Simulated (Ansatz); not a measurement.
The end point of a relaxation of ZrN. Space group Fm-3m (No. 225), rock salt type. Calculation: PBE (plane waves to 420 eV, PAW, scalar-relativistic; Ansatz, a first-principles code).

```cif
data_N4Zr4
_chemical_formula_sum 'N4 Zr4'
_space_group_name_H-M_alt 'Fm-3m'
_space_group_IT_number 225
_space_group_name_Hall '-F 4 2 3'
_cell_length_a 4.59514
_cell_length_b 4.59514
_cell_length_c 4.59514
_cell_angle_alpha 90.000
_cell_angle_beta 90.000
_cell_angle_gamma 90.000
loop_
_atom_site_label
_atom_site_type_symbol
_atom_site_symmetry_multiplicity
_atom_site_Wyckoff_symbol
_atom_site_fract_x
_atom_site_fract_y
_atom_site_fract_z
_atom_site_occupancy
N1 N 4 b 0.50000 0.50000 0.50000 1
Zr1 Zr 4 a 0.00000 0.00000 0.00000 1
```
(The calculation used a cell of 2 atoms; values per cell refer to that cell.)

```json
{
  "volume_per_atom": "12.13 Å³",
  "density": "7.20 g/cm³",
  "band_gap": "zero (metallic)",
  "shortest_distances": "N–Zr 2.30 Å; N–N 3.25 Å; Zr–Zr 3.25 Å",
  "k-mesh": "17×17×17"
}
```

Band energies at high-symmetry points (eV from the Fermi level; labels of this space group; no spin-orbit coupling), from −5 eV up to 1.2 eV:

| point | energies |
|---|---|
| Γ | -2.67 -2.67 -2.67 -0.42 -0.42 -0.42 |
| X | -4.59 -3.47 -3.18 -3.18 |
| U | -4.76 -4.46 -0.73 |
| K | -4.76 -4.46 -0.73 |
| L | – |
| W | -4.76 -4.76 0.99 0.99 |

No spin polarisation in the result. The relaxed primitive cell holds an odd number of electrons. A magnetic state may lie lower.

The run could not lose the symmetry of its start; a randomly shaken copy of 4 atoms returns to this structure.
